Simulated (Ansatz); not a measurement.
Sheets of one type (MA2Z4 (octahedral core, outer Z over the far inner Z)-type), plane-wave PAW r²SCAN+D4 (Ansatz code); HSE06 gaps on those cells.

```tsv
layer	a (Å)	thickness (Å)
HfAs4Ge2	3.826	9.94
HfP4Si2	3.602	9.33
ScAs4Si2	3.711	9.92
TiAs4Si2	3.673	9.63
YAs4Si2	3.787	10.18
HfN4Si2	3.023	6.84
HfAs4Si2	[?]	[?]
```

Complete the blanks.


- HfAs4Si2, a (Å): 3.747
- HfAs4Si2, thickness (Å): 9.76

Began spin-polarised and lost the moments: ScAs4Si2, MA2Z4 (octahedral core, outer Z over the far inner Z)-type layer; YAs4Si2, MA2Z4 (octahedral core, outer Z over the far inner Z)-type layer. All cells were relaxed under the symmetry of their starts (and spin orders); stability against distortions was not tested throughout. Rows with no word on spin ran without spin polarisation. Scalar-relativistic: spin–orbit coupling is off unless named, which matters more the heavier the elements. Constructed layers (a layer type filled with these elements): HfAs4Ge2, MA2Z4 (octahedral core, outer Z over the far inner Z)-type layer; HfP4Si2, MA2Z4 (octahedral core, outer Z over the far inner Z)-type layer; ScAs4Si2, MA2Z4 (octahedral core, outer Z over the far inner Z)-type layer; TiAs4Si2, MA2Z4 (octahedral core, outer Z over the far inner Z)-type layer; YAs4Si2, MA2Z4 (octahedral core, outer Z over the far inner Z)-type layer; HfN4Si2, MA2Z4 (octahedral core, outer Z over the far inner Z)-type layer; HfAs4Si2, MA2Z4 (octahedral core, outer Z over the far inner Z)-type layer.

Potentials: the later of the program's two PAW sets.
